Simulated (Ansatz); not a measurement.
SrAlSiH:
```
CELL_PARAMETERS angstrom
      4.20681     0.00000     0.00000
     -2.10340     3.64320     0.00000
      0.00000     0.00000     4.79498
ATOMIC_POSITIONS crystal
  Sr 0.00000 0.00000 0.00547
  Al 0.66667 0.33333 0.46525
  Si 0.33333 0.66667 0.55463
  H  0.66667 0.33333 0.09765
```

Relaxed with PBEsol.

Q: Give the Bader charges and basin volumes of the independent atoms, PBEsol in the plane-wave PAW code Ansatz.

A: 

```
atom  Bader charge (e)  Bader volume (Å³)
----  ----------------  -----------------
Sr1              +1.32               19.0
Al2              +1.70                8.9
Si3              -2.23               35.9
H4               -0.79                9.6
```

Space group P3m1. The workflow started from a Materials Project entry (that database holds measured and hypothetical structures alike); the Crystallography Open Database copy checked does not list it. Its standing as an ambient phase is unchecked. Symmetry was held in the PBEsol relaxation; its stability against distortions is not shown here.

Potentials: the later of the program's two PAW sets.
